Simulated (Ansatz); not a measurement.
La3Tl:
```yaml
crystal:
  lattice:
    - [5.06857, 0.00000, 0.00000]
    - [0.00000, 5.06857, 0.00000]
    - [0.00000, 0.00000, 5.06857]
  atoms:
    - { symbol: Tl, position: [0.00000, 0.00000, 0.00000] }
    - { symbol: La, position: [0.00000, 0.50000, 0.50000] }
    - { symbol: La, position: [0.50000, 0.00000, 0.50000] }
    - { symbol: La, position: [0.50000, 0.50000, 0.00000] }
```

Relaxed with r²SCAN. Special points in fractions of this cell's reciprocal vectors: Γ (0.000, 0.000, 0.000); X (0.000, 0.500, 0.000); M (0.500, 0.500, 0.000); R (0.500, 0.500, 0.500).

Q: List the band energies nearest the Fermi level at these points for r²SCAN in the plane-wave PAW code Ansatz.

A: In eV from the Fermi level; about four levels below and three above (degenerate sets whole), none deeper than 8.9 eV; points with the same levels are listed once.

| k | below | above |
|---|---|---|
| Γ | -0.86 -0.86 -0.86 -0.72 -0.72 | 0.84 0.84 0.84 |
| X | -1.43 -0.86 -0.86 -0.62 | 0.77 1.22 1.23 |
| M | -1.47 -1.47 -0.04 -0.04 | 0.14 0.62 1.14 1.14 |
| R | -6.82 -1.07 -1.07 -1.07 | 0.19 0.19 0.19 |

Space group Pm-3m (Cu3Au type). The workflow started from an entry of the Crystallography Open Database (COD). Its standing as an ambient phase is unchecked. The cell was relaxed with r²SCAN under the symmetry of its start; whether a distortion lowers the energy is not shown. Scalar-relativistic: spin–orbit coupling is off unless named, which matters more the heavier the elements.

Potentials: the later of the program's two PAW sets.
